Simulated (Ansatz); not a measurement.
LaN (zinc blende, F-43m), PBEsol in the plane-wave PAW code Ansatz. The conduction-band minimum lies at Γ, with 1 equivalent valley. Second derivatives d²E/dk² of the lowest band at one valley (eV·Å²), along Cartesian directions:

```
direction  d²E/dk²
---------  -------
[100]        19.66
[010]        19.66
[001]        19.66
[110]        19.66
[101]        19.66
[011]        19.66
```

### Question
Find the principal effective masses, the density-of-states mass and the conductivity mass.

### Answer
Off-diagonal terms follow from H_xy = H[110] − (H_xx + H_yy)/2, and m*/mₑ = 7.620 eV·Å² over each eigenvalue: 0.39, 0.39, 0.39. One valley's DOS mass (m₁m₂m₃)^(1/3) = 0.39, conductivity mass 3/(Σ 1/mᵢ) = 0.39 mₑ.

### Question
What effective density of states Nc follows at 300 K for parabolic valleys?

### Answer
Nc = 2.509e19 × 1 × (0.39)^(3/2) ≈ 6.1e18 cm⁻³.

### Question
With the computed static dielectric constant 18.9 (mean of the diagonal), estimate a hydrogenic donor's binding energy and radius.

### Answer
E = 13.606 eV × 0.39/18.9² ≈ 15 meV; a = 0.529 Å × ε/m* ≈ 26 Å. Semilocal masses tend to be too small when the gap is underestimated.

### Question
With ε∞ = 8.46 and ω_LO = 513 cm⁻¹, what Fröhlich coupling constant follows?

### Answer
α = (1/ε∞ − 1/ε0) √(m* × 13.606 eV/ħω_LO) = 0.60.

The start of the workflow was typed in or built on a structure type; neither database checked (COD, Materials Project) lists it. COD files the formula under space group No. 225. Its standing as an ambient phase is unchecked. Symmetry was held in the PBEsol relaxation; its stability against distortions is not shown here. Spin–orbit coupling is left out wherever it is not named.

Potentials: the earlier of the program's two PAW sets. The files were generated under PBE; for other functionals the program regenerates the frozen cores, and for LDA and PBEsol the local potential too.
